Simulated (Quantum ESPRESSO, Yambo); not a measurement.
**G0W0 results for NiSi$_{3}$P$_{4}$**

```cif
data_Ni2P8Si6
_chemical_formula_sum 'Si6 P8 Ni2'
_space_group_name_H-M_alt 'I-42m'
_space_group_IT_number 121
_space_group_name_Hall 'I -4 2'
_cell_length_a 5.16839
_cell_length_b 5.16839
_cell_length_c 10.34767
_cell_angle_alpha 90.000
_cell_angle_beta 90.000
_cell_angle_gamma 90.000
loop_
_atom_site_label
_atom_site_type_symbol
_atom_site_symmetry_multiplicity
_atom_site_Wyckoff_symbol
_atom_site_fract_x
_atom_site_fract_y
_atom_site_fract_z
_atom_site_occupancy
Si1 Si 4 d 0.00000 0.50000 0.25000 1
Si2 Si 2 b 0.00000 0.00000 0.50000 1
P1 P 8 i 0.25850 0.25850 0.38137 1
Ni1 Ni 2 a 0.00000 0.00000 0.00000 1
```
(The calculation used a cell of 8 atoms; values per cell refer to that cell.)

The geometry is that of Materials Project entry mp-8311, symmetrised and not relaxed again.

Starting point: PBEsol (Quantum ESPRESSO, PseudoDojo norm-conserving, 98 Ry, without SOC). G0W0 in Yambo: 4×4×4 Γ-centred k mesh, bands 5 to 149 and a 6 Ry block in the screening, 149 bands in G with the Bruneval-Gonze terminator, plasmon pole fitted at 27.2 eV.

PBEsol gap along the band path: 0.26 eV
PBEsol gap between the mesh's edge points (Γ → Z): 0.26 eV
G0W0 gap between the same points: 0.50 eV
PBEsol smallest direct gap on the mesh (at Γ): 0.49 eV
G0W0 direct gap at that point: 0.76 eV

```csv
k point,band,E PBEsol (eV),E QP (eV),shift (eV),Z
Γ,VB,0.00,-0.06,-0.06,0.75
Γ,CB,0.49,0.70,0.21,0.75
X,VB,-0.32,-0.31,0.01,0.74
X,CB,0.69,0.94,0.25,0.76
N,VB,-0.73,-0.69,0.04,0.73
N,CB,1.72,1.88,0.15,0.78
P,VB,-0.43,-0.44,-0.01,0.74
P,CB,1.25,1.46,0.20,0.78
Z,VB,-0.97,-0.82,0.14,0.72
Z,CB,0.26,0.44,0.17,0.78
```

Energies count from the PBEsol valence-band maximum.

Convergence of the G0W0 settings was not tested.

The runs are not spin-polarised; magnetic order was not tried.
